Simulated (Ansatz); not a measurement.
Data:

IrO2:
```cif
data_Ir2O4
_chemical_formula_sum 'Ir2 O4'
_space_group_name_H-M_alt 'P42/mnm'
_space_group_IT_number 136
_space_group_name_Hall '-P 4n 2n'
_cell_length_a 4.47082
_cell_length_b 4.47082
_cell_length_c 3.15472
_cell_angle_alpha 90.000
_cell_angle_beta 90.000
_cell_angle_gamma 90.000
loop_
_atom_site_label
_atom_site_type_symbol
_atom_site_symmetry_multiplicity
_atom_site_Wyckoff_symbol
_atom_site_fract_x
_atom_site_fract_y
_atom_site_fract_z
_atom_site_occupancy
Ir1 Ir 2 a 0.00000 0.00000 0.00000 1
O1 O 4 f 0.30893 0.30893 0.00000 1
```

This is the PBEsol-relaxed structure.

Problem. All from PBEsol in the plane-wave PAW code Ansatz, unless another level is named. Predict the highest zone-centre frequency.

Solution. 748 cm⁻¹.

Problem. And the Young's modulus?

Solution. 280 GPa.

Space group P4_2/mnm (rutile). The cell was relaxed with PBEsol under the symmetry of its start. No spin polarisation was allowed. As this level gives no gap, phonon frequencies hold no LO–TO term and depend on the k-mesh and smearing (Fermi–Dirac, 0.1 eV here). Scalar-relativistic: spin–orbit coupling is off unless named, which matters more the heavier the elements.

Potentials: the earlier of the program's two PAW sets. The files were generated under PBE; for other functionals the program regenerates the frozen cores, and for LDA and PBEsol the local potential too.
